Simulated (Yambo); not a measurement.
CdCl2 (space group R-3m, No. 166), G0W0@PBEsol in Yambo; all else as in the reference (4×4×4 Γ-centred k mesh, bands 5 to 147 and a 8 Ry block in the screening, 147 bands in G with the Bruneval-Gonze terminator, plasmon pole fitted at 27.2 eV). One parameter is varied: the cutoff of the exchange sum, over 5, 10, 20, 40, 102 Ry.

Question: From which value on does the gap F → Γ stay within 0.05 eV of the largest setting?

Answer: From 20 Ry on.
```tsv
cutoff of the exchange sum (Ry)	G0W0 gap (eV)	valence shift (eV)
5	5.28	-0.17
10	5.59	-0.94
20	5.68	-1.34
40	5.70	-1.50
102	5.72	-1.53
```
The last step of the sweep still moves the gap by 19 meV; the other settings are held fixed.

Spin-orbit coupling is not included.

Geometry of the Materials Project entry, not relaxed at this level; primitive cell a = b = c = 6.4992 Å, α = β = γ = 34.52°.

A shift is the quasiparticle energy of the state minus its PBEsol energy.

The distance between layers or molecules is the database entry's, not relaxed here. Functionals without dispersion can leave it too large, which widens gaps and weakens the response across layers: the numbers belong to this cell.
